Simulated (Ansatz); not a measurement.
CdS$_{2}$:
```xyz
12
Lattice="6.2800 0.0000 0.0000 0.0000 6.2800 0.0000 0.0000 0.0000 6.2800" Properties=species:S:1:pos:R:3 pbc="T T T"
Cd     3.1400     3.1400     0.0000
Cd     0.0000     3.1400     3.1400
Cd     0.0000     0.0000     0.0000
Cd     3.1400     0.0000     3.1400
S      0.6010     5.6790     2.5390
S      5.6790     0.6010     3.7410
S      2.5390     0.6010     5.6790
S      3.7410     5.6790     0.6010
S      3.7410     3.7410     3.7410
S      2.5390     2.5390     2.5390
S      5.6790     2.5390     0.6010
S      0.6010     3.7410     5.6790
```

DFT-PBEsol in the program Ansatz with PAW potentials gives a gap of 1.08 eV without spin–orbit coupling, maximum at Γ, minimum on the Γ–R line, 41 % of the way from Γ.

Q: What happens when spin–orbit coupling is switched on?

A: The gap stays essentially unchanged, to 1.08 eV; maximum at Γ, minimum on the Γ–R line, 41 % of the way from Γ.

Q: Give the electron effective mass with spin–orbit coupling.

A: 0.51 mₑ (isotropic).

Q: Give the hole effective mass with spin–orbit coupling, band 1 of 2 at the edge.

A: 3.9 along [100], 0.81 along [110], 0.46 along [111] (mₑ).

Q: Give the hole effective mass with spin–orbit coupling, band 2 of 2 at the edge.

A: 0.24 along [100], 0.31 along [110], 0.44 along [111] (mₑ).

Space group Pa-3. The first step of the workflow began from a Materials Project structure, measured or hypothetical; the Crystallography Open Database copy checked does not list it. Whether it is the stable phase at ambient conditions was not checked. Symmetry was held in the PBEsol relaxation; whether a distortion lowers the energy is not shown.

Potentials: the later of the program's two PAW sets.
